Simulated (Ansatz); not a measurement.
**HfN: energy along a strain**

HfN, F-43m, a = 4.910 Å (as given, not relaxed at this level: -5.0 GPa). This isn't the usual stable structure of the compound. Ansatz: PBEsol, PAW, 420 eV, Γ-centred 16×16×16 mesh on 2 atoms, Gaussian smearing 0.15 eV; no spin polarisation. Cell vectors (Å): 0.000 2.455 2.455; 2.455 0.000 2.455; 2.455 2.455 0.000. The cell is strained by x per cent times the pattern (1 0 0 0 0 0) in the order xx yy zz yz xz xy (engineering shears), with fractional coordinates held. y is the free energy over the start, V0 = 14.793 Å³/atom.

| x (%) | y (meV/atom) |
| --- | --- |
| -4.00 | 3.01 |
| -3.00 | -1.85 |
| -2.00 | -3.94 |
| -1.00 | -3.31 |
| 0.00 | 0.00 |
| 1.00 | 5.93 |
| 2.00 | 14.42 |
| 3.00 | 25.40 |
| 3.50 | 31.80 |
| 4.00 | ? |

**Question.** Fit y = c1 x + c2 x² + c3 x³ to the other rows, get the stiffness along the pattern, and predict the missing energy.

**Answer.** Least squares on the rows shown. y = 4.6267 x + 1.3076 x² − 0.0094008 x³. The clamped-ion stiffness p·C·p = 2 × 13.08 eV × 160.2 / 14.793 Å³ = 283 GPa, which is C11 in these axes (second derivative at the start, which stands under stress). At x = 4.00 the fit asked for gives 38.83 meV/atom. The run gave 38.80 meV/atom, so the fit is 0.03 meV/atom too high, a small miss on the scale of the series.

The cell has an odd number of electrons and ran without spin polarisation, so a magnetic or disproportionated state may lie lower. Spin–orbit coupling is left out, which can shift energies with elements as heavy as these.